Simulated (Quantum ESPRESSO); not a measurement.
## Pt6MoW (input and log of a self-consistent run)

A calculation, not a measurement. The program is pw.x of Quantum ESPRESSO 7.5 (plane-wave density functional theory). The cell is made up: eight metal atoms on a hexagonal close-packed lattice, with elements, volume, strain and displacements drawn at random and not relaxed, so it may be unstable or far from any real phase. PseudoDojo standard norm-conserving files set the functional (PBE unless stated); there is no spin polarisation or spin-orbit coupling, the Fermi-Dirac width of 0.25 eV means electrons at about 2900 K, and the masses in the input are unused placeholders. Heavy elements are run without spin-orbit coupling, which real alloys of them have. A spin test at this wide smearing found no moment, but such smearing suppresses magnetism that the real alloy may have.

Input:

```
&control calculation='scf', pseudo_dir='./dojo.nc.sr.pbe.v0_5.standard.upf', outdir='./o', disk_io='minimal', tprnfor=.true., tstress=.true. /
&system ibrav=0, nat=8, ntyp=3, nbnd=86, ecutwfc=84.00895049, nosym=.true., tot_charge=0,
 occupations='smearing', smearing='fd', degauss=0.0183746611
/
&electrons conv_thr=1.470e-08, electron_maxstep=70, mixing_beta=0.5 /
ATOMIC_SPECIES
Mo 1.0 Mo.upf
Pt 1.0 Pt.upf
W 1.0 W.upf
CELL_PARAMETERS angstrom
0.0 0.0 -4.5196
0.0 4.9505 0.0
5.7164 0.0 0.0
ATOMIC_POSITIONS angstrom
Pt 0.0973 -0.0807 -0.075
Pt 2.996 0.0556 0.0661
Pt 1.6063 2.4291 0.0687
Mo 4.3623 2.4453 -0.2034
Pt 0.1453 1.6561 -2.3045
W 3.005 1.6748 -2.3045
Pt 1.3373 4.2314 -2.2112
Pt 4.3524 4.0736 -2.1235
K_POINTS automatic
5 5 4 1 1 1
```

The log is shortened where brackets say so; the opening notice, blank lines, dates and the lines on written files are dropped, and the path of the files is cut. It prints rydbergs, bohrs and kilobars, and counts compression as positive stress. Its total energy is the free energy E - TS of the whole cell.

```
     Program PWSCF v.7.5
     Parallel version (MPI & OpenMP), running on       4 processor cores
     Number of MPI processes:                 4
     Threads/MPI process:                     1
     [start-up lines left out]
     bravais-lattice index     =            0
     lattice parameter (alat)  =       8.5408  a.u.
     unit-cell volume          =     863.1142 (a.u.)^3
     number of atoms/cell      =            8
     number of atomic types    =            3
     number of electrons       =       136.00
     number of Kohn-Sham states=           86
     kinetic-energy cutoff     =      84.0090  Ry
     charge density cutoff     =     336.0358  Ry
     scf convergence threshold =      1.5E-08
     mixing beta               =       0.5000
     number of iterations used =            8  plain     mixing
     Exchange-correlation= PBE
                           (   1   4   3   4   0   0   0)
     [axes and pseudopotential details left out]
   Cartesian axes
     site n.     atom                  positions (alat units)
         1        Pt     tau(   1) = (   0.0215285  -0.0178556  -0.0165944  )
         2        Pt     tau(   2) = (   0.6628905   0.0123020   0.0146252  )
         3        Pt     tau(   3) = (   0.3554076   0.5374591   0.0152005  )
         4        Mo     tau(   4) = (   0.9651960   0.5410435  -0.0450040  )
         5        Pt     tau(   5) = (   0.0321489   0.3664262  -0.5098903  )
         6        W      tau(   6) = (   0.6648818   0.3705638  -0.5098903  )
         7        Pt     tau(   7) = (   0.2958890   0.9362333  -0.4892468  )
         8        Pt     tau(   8) = (   0.9630056   0.9013187  -0.4698425  )
     number of k points=    50  Fermi-Dirac smearing, width (Ry)=  0.0184
                       cart. coord. in units 2pi/alat
        k(    1) = (   0.0988297   0.0912958  -0.1000000), wk =   0.0400000
        k(    2) = (   0.2964890   0.0912958  -0.1000000), wk =   0.0400000
     [further k points left out]
     Dense  grid:    89773 G-vectors     FFT dimensions: (  50,  60,  64)
     Estimated max dynamical RAM per process >     374.79 MB
     Estimated total dynamical RAM >       1.40 GB
     Initial potential from superposition of free atoms
     starting charge     135.9972, renormalised to     136.0000
     Starting wfcs are   80 randomized atomic wfcs +    6 random wfcs
     total cpu time spent up to now is       10.3 secs
     per-process dynamical memory:   298.8 Mb
     Self-consistent Calculation
     iteration #  1     ecut=    84.01 Ry     beta= 0.50
     Davidson diagonalization with overlap
     ethr =  1.00E-02,  avg # of iterations =  3.1
     total cpu time spent up to now is       40.5 secs
     total energy              =   -1858.68544590 Ry
     estimated scf accuracy    <       1.73649459 Ry
     iteration #  2     ecut=    84.01 Ry     beta= 0.50
     Davidson diagonalization with overlap
     ethr =  1.28E-03,  avg # of iterations =  2.6
     total cpu time spent up to now is       77.5 secs
     total energy              =   -1858.61402843 Ry
     estimated scf accuracy    <       8.20510732 Ry
     iteration #  3     ecut=    84.01 Ry     beta= 0.50
     Davidson diagonalization with overlap
     ethr =  1.28E-03,  avg # of iterations =  2.0
     total cpu time spent up to now is      112.6 secs
     total energy              =   -1859.31722941 Ry
     estimated scf accuracy    <       0.85580891 Ry
     iteration #  4     ecut=    84.01 Ry     beta= 0.50
     Davidson diagonalization with overlap
     ethr =  6.29E-04,  avg # of iterations =  1.9
     total cpu time spent up to now is      145.9 secs
     total energy              =   -1859.42859422 Ry
     estimated scf accuracy    <       0.51862824 Ry
     iteration #  5     ecut=    84.01 Ry     beta= 0.50
     Davidson diagonalization with overlap
     ethr =  3.81E-04,  avg # of iterations =  1.0
     total cpu time spent up to now is      172.4 secs
     total energy              =   -1859.46111390 Ry
     estimated scf accuracy    <       0.08499932 Ry
     [iterations 6 to 12 left out]
     iteration # 13     ecut=    84.01 Ry     beta= 0.50
     Davidson diagonalization with overlap
     ethr =  1.60E-08,  avg # of iterations =  1.1
     total cpu time spent up to now is      387.5 secs
     total energy              =   -1859.47390162 Ry
     estimated scf accuracy    <       0.00000162 Ry
     iteration # 14     ecut=    84.01 Ry     beta= 0.50
     Davidson diagonalization with overlap
     ethr =  1.19E-09,  avg # of iterations =  2.0
     total cpu time spent up to now is      409.2 secs
     total energy              =   -1859.47390176 Ry
     estimated scf accuracy    <       0.00000062 Ry
     iteration # 15     ecut=    84.01 Ry     beta= 0.50
     Davidson diagonalization with overlap
     ethr =  4.55E-10,  avg # of iterations =  1.2
     total cpu time spent up to now is      433.0 secs
     total energy              =   -1859.47390183 Ry
     estimated scf accuracy    <       0.00000017 Ry
     iteration # 16     ecut=    84.01 Ry     beta= 0.50
     Davidson diagonalization with overlap
     ethr =  1.26E-10,  avg # of iterations =  1.9
     total cpu time spent up to now is      455.0 secs
     total energy              =   -1859.47390185 Ry
     estimated scf accuracy    <       0.00000013 Ry
     iteration # 17     ecut=    84.01 Ry     beta= 0.50
     Davidson diagonalization with overlap
     ethr =  9.41E-11,  avg # of iterations =  1.0
     total cpu time spent up to now is      474.4 secs
     End of self-consistent calculation
     [lines on levels left out]
!    total energy              =   -1859.47390186 Ry
     estimated scf accuracy    <          6.7E-09 Ry
     smearing contrib. (-TS)   =      -0.10802969 Ry
     internal energy E=F+TS    =   -1859.36587217 Ry
     The total energy is F=E-TS. E is the sum of the following terms:
     one-electron contribution =    -403.30136213 Ry
     hartree contribution      =     286.56364102 Ry
     xc contribution           =    -338.91443572 Ry
     ewald contribution        =   -1403.71371535 Ry
     convergence has been achieved in  17 iterations
     Forces acting on atoms (cartesian axes, Ry/au):
     atom    1 type  2   force =    -0.01964336    0.03545734    0.06883214
     atom    2 type  2   force =     0.00008342   -0.01900755   -0.00221473
     atom    3 type  2   force =    -0.00064792    0.02133347   -0.03069322
     atom    4 type  1   force =     0.03497780   -0.00831323    0.08436792
     atom    5 type  2   force =    -0.02870960    0.01255004   -0.00221301
     atom    6 type  3   force =    -0.03360430   -0.02124426    0.02256053
     atom    7 type  2   force =     0.09511440   -0.04684431   -0.04260746
     atom    8 type  2   force =    -0.04757043    0.02606849   -0.09803217
     Total force =     0.212699     Total SCF correction =     0.000459
     Computing stress (Cartesian axis) and pressure
          total   stress  (Ry/bohr**3)                   (kbar)     P=       -4.46
  -0.00015015   0.00001064  -0.00006357          -22.09        1.57       -9.35
   0.00001064  -0.00023911  -0.00001566            1.57      -35.17       -2.30
  -0.00006357  -0.00001566   0.00029827           -9.35       -2.30       43.88
     init_run     :      9.47s CPU     10.13s WALL (       1 calls)
     electrons    :    450.23s CPU    464.09s WALL (       1 calls)
     forces       :      5.25s CPU      5.25s WALL (       1 calls)
     stress       :     18.81s CPU     18.81s WALL (       1 calls)
     [timing details left out]
     PWSCF        :   8m 3.96s CPU   8m18.75s WALL
     JOB DONE.
```

In other units: free energy -25299.431 eV for the cell, pressure -0.45 GPa, largest force component 2.521 eV/Å in size. The run took 501 s of wall time with four MPI processes on a shared machine (AMD EPYC, older, virtual cores), so the time is rough. A rerun of this cell at a higher cutoff and on a denser mesh moved values by no more than 0.009 eV in energy, 0.18 GPa in stress and 0.011 eV/Å in force, and a second program with other atomic files agreed on that cell to 2 % rms in force and 0.5 GPa in pressure.